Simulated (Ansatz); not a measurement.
Te$_{2}$Mo:
```xyz
12
Lattice="6.3233 0.0000 0.0000 0.0000 3.4916 0.0000 -0.5694 0.0000 14.3063" Properties=species:S:1:pos:R:3 pbc="T T T"
Te     3.3780     2.6187     5.1012
Te     2.3759     0.8729     9.2051
Te     3.6224     0.8729     1.4523
Te     2.1315     2.6187    12.8539
Te     0.4910     2.6187     2.0531
Te     5.2628     0.8729    12.2531
Mo     1.7378     2.6187     7.2534
Mo     4.0160     0.8729     7.0529
Te     0.1710     0.8729     5.6995
Te     5.5829     2.6187     8.6068
Mo     1.1393     0.8729     0.1038
Mo     4.6146     2.6187    14.2025
```

Relaxed with r²SCAN+D4. Special points in fractions of this cell's reciprocal vectors: Γ (0.000, 0.000, 0.000); Z (0.000, 0.500, 0.000); D (0.000, 0.500, 0.500); B (0.000, 0.000, 0.500); A (-0.500, 0.000, 0.500); E (-0.500, 0.500, 0.500); C2 (-0.500, 0.500, 0.000); Y2 (-0.500, 0.000, 0.000).

List the band energies nearest the Fermi level at these points for r²SCAN+D4 with spin–orbit coupling (plane waves, PAW; program Ansatz).

In eV from the Fermi level; about four levels below and three above (degenerate sets whole), none deeper than 8.9 eV; points with the same levels are listed once.

```csv
k,below,above
Γ,-0.11 -0.11 -0.11 -0.11,0.03 0.03 0.66 0.66
Z,-1.50 -1.50 -1.50 -1.50,1.18 1.18 1.18 1.18
D,-1.51 -1.51 -1.51 -1.51,1.18 1.18 1.18 1.18
B,-0.05 -0.05 -0.05 -0.05,0.71 0.71 0.76 0.76
A,-0.67 -0.67 -0.58 -0.58,0.20 0.20 0.22 0.22
E,-1.01 -1.01 -1.01 -1.01,1.15 1.15 1.15 1.15
C2,-1.01 -1.01 -1.01 -1.01,1.14 1.14 1.14 1.14
Y2,-0.70 -0.70 -0.66 -0.66,0.18 0.18 0.20 0.20
```

Space group P2_1/m. The workflow started from an entry of the Crystallography Open Database (COD), which files this formula under 2 space groups. It is not the phase usual at ambient conditions (space group No. 194). The cell was relaxed with r²SCAN+D4 under the symmetry of its start; whether a distortion lowers the energy is not shown. No spin polarisation was allowed.

Potentials: the earlier of the program's two PAW sets.
